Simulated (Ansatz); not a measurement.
Relaxed NiSi2 (fluorite type, space group Fm-3m):

```xyz
3
Lattice="0.0000 2.7220 2.7220 2.7220 0.0000 2.7220 2.7220 2.7220 0.0000" Properties=species:S:1:pos:R:3 pbc="T T T"
Ni     0.0000     0.0000     0.0000
Si     1.3610     1.3610     1.3610
Si     4.0830     4.0830     4.0830
```

In this cell atom 3 (Si, nearest neighbour Ni at 2.357 Å; its periodic images, 3.8 Å or more away, move with it) is moved by s along Cartesian [111], unit vector (0.577, 0.577, 0.577); all other atoms and the cell stay fixed.

All values below come from PBE (plane waves to 420 eV, PAW, scalar-relativistic; Ansatz, a program for electronic structure). k mesh 12×12×12 (Γ-centred), Fermi-Dirac smearing 0.05 eV. Energies are smeared free energies. With partly filled bands, energies and forces of such displacements shift with the k mesh and the smearing. NiSi2 is run without spin polarisation. NiSi2 was relaxed with its symmetry unable to fall. The PAW data are Ansatz's earlier set. The zero of ΔE is the undisplaced structure. The last digit holds for this mesh only.

```csv
s (Å),ΔE (meV/cell)
-0.470,577.6
-0.376,399.7
-0.282,241.4
-0.188,113.8
-0.094,29.8
0.000,0.0
0.094,34.7
0.188,152.6
0.282,379.7
0.376,750.5
0.470,1317.3
```

Q: What force constant k = d²E/ds² at s = 0 does the table give?

A: 7.2 eV/Å². It is the second difference of the nearest points, corrected with the next pair.

Q: With k = 7.28 eV/Å² from the forces, is the well harmonic out to s = 0.470 Å?

A: ½ks² = 804 meV/cell against the computed 1317 meV/cell, so the well is stiffer than harmonic there.

(For displaced atoms, the force is minus the slope of the energy, and its curvature is a force constant, which sets phonon frequencies.)
